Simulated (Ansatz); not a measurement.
Input:

BeS:
```cif
data_Be2S2
_chemical_formula_sum 'Be2 S2'
_space_group_name_H-M_alt 'P 1'
_space_group_IT_number 1
_cell_length_a 3.27126
_cell_length_b 3.27126
_cell_length_c 5.20688
_cell_angle_alpha 90.000
_cell_angle_beta 90.000
_cell_angle_gamma 120.000
loop_
_space_group_symop_operation_xyz
  'x, y, z'
loop_
_atom_site_label
_atom_site_type_symbol
_atom_site_fract_x
_atom_site_fract_y
_atom_site_fract_z
_atom_site_occupancy
Be1 Be 0.00000 0.00000 0.00000 1
Be2 Be 0.00000 0.00000 0.50000 1
S1 S 0.33333 0.66667 0.25000 1
S2 S 0.66667 0.33333 0.75000 1
```

This is the PBEsol-relaxed structure.

Problem. All from PBEsol (plane waves, PAW; program Ansatz), unless another level is named. Predict the HSE06 gap on the PBEsol cell.

Solution. 2.24 eV.

Problem. Predict the weight of the valence-edge state by species (Voronoi cells).

Solution. S 82 %, Be 18 %.

Problem. Next, the valence-band maximum?

Solution. at Γ.

Problem. Predict the weight of the conduction-edge state by species (Voronoi cells).

Solution. Be 72 %, S 28 %.

Problem. Next, the conduction-band minimum?

Solution. at K (2 equivalent valleys).

Space group P6_3/mmc (NiAs type). The cell is a constructed one: a structure type filled with these elements; neither database checked (COD, Materials Project) lists it. COD files the formula under space group No. 216, so this cell is another polymorph or a model. Its standing as an ambient phase is unchecked. Symmetry was held in the PBEsol relaxation. At this level the phase is dynamically unstable (imaginary phonons).

Potentials: the later of the program's two PAW sets.
